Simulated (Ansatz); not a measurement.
MoS$_{2}$:
```xyz
3
Lattice="0.0000 2.9360 2.9360 2.9360 0.0000 2.9360 2.9360 2.9360 0.0000" Properties=species:S:1:pos:R:3 pbc="T T T"
Mo     0.0000     0.0000     0.0000
S      1.4680     1.4680     1.4680
S      4.4040     4.4040     4.4040
```

Relaxed with PBE. Special points in fractions of this cell's reciprocal vectors: Γ (0.000, 0.000, 0.000); X (0.500, 0.000, 0.500); U (0.625, 0.250, 0.625); K (0.375, 0.375, 0.750); L (0.500, 0.500, 0.500); W (0.500, 0.250, 0.750).

**Question.** List the band energies nearest the Fermi level at these points for PBE in the plane-wave PAW code Ansatz.

**Answer.** In eV from the Fermi level; about four levels below and three above (degenerate sets whole), none deeper than 8.9 eV; points with the same levels are listed once.

| k | below | above |
|---|---|---|
| Γ | -0.97 -0.97 -0.54 -0.54 -0.54 | 4.18 4.18 4.18 |
| X | -5.07 -5.07 -2.50 -2.50 -0.67 | 0.08 0.91 1.69 |
| U | -4.83 -3.22 -2.30 -0.15 | 0.16 0.22 1.82 |
| L | -2.96 -2.96 -0.48 -0.48 | 1.57 3.92 3.92 |
| W | -3.75 -3.75 -2.44 -0.11 | 0.43 0.55 1.97 1.97 |

Space group Fm-3m (fluorite). The cell is a constructed one: a structure type filled with these elements; neither database checked (COD, Materials Project) lists it. It is not the phase usual at ambient conditions (space group No. 160, 194). The cell was relaxed with PBE under the symmetry of its start; whether a distortion lowers the energy is not shown. The run is not spin-polarised. Spin–orbit coupling is left out wherever it is not named.

Potentials: the later of the program's two PAW sets.
